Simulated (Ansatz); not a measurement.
# Ga (Cmcm), clamped-ion strain scan

Method: DFT PBEsol, scalar-relativistic, plane waves, PAW in Ansatz. Cutoff 420 eV, Γ-centred 18×18×16 k-points, Gaussian smearing of 0.15 eV. No spin polarisation. Energies are free energies at this smearing, counted from the undisturbed cell; pressure is positive in compression.

The starting cell (as given, not relaxed at this level; it stands at -1.9 GPa; this form isn't the usual structure):

```
Ga
1.0
     1.45000   -4.06500    0.00000
     1.45000    4.06500    0.00000
     0.00000    0.00000    3.17000
Ga
2
Cartesian
  1.4500 -2.9837 0.7925
  1.4500 2.9837 2.3775
```

The cell is strained by ε times the Voigt pattern (1, 1, 0, 0, 0, 0) (xx, yy, zz, yz, xz, xy; engineering shear) with fractional coordinates fixed. The cell is metallic on the mesh throughout.

| ε | ΔE (meV/atom) |
| --- | --- |
| -0.0200 | -7.4 |
| -0.0150 | -6.5 |
| -0.0100 | -4.9 |
| -0.0050 | -2.8 |
| 0.0000 | 0.0 |
| 0.0050 | 3.3 |
| 0.0100 | 7.1 |
| 0.0150 | 11.5 |
| 0.0175 | 13.9 |
| 0.0200 | 16.3 |

Predict the stress summed along the pattern (GPa, tension positive) at each point.

| ε | stress summed along the pattern (GPa, tension positive) |
| --- | --- |
| -0.0200 | 1.09 |
| -0.0150 | 2.17 |
| -0.0100 | 3.23 |
| -0.0050 | 4.25 |
| 0.0000 | 5.21 |
| 0.0050 | 6.11 |
| 0.0100 | 6.96 |
| 0.0150 | 7.77 |
| 0.0175 | 8.16 |
| 0.0200 | 8.54 |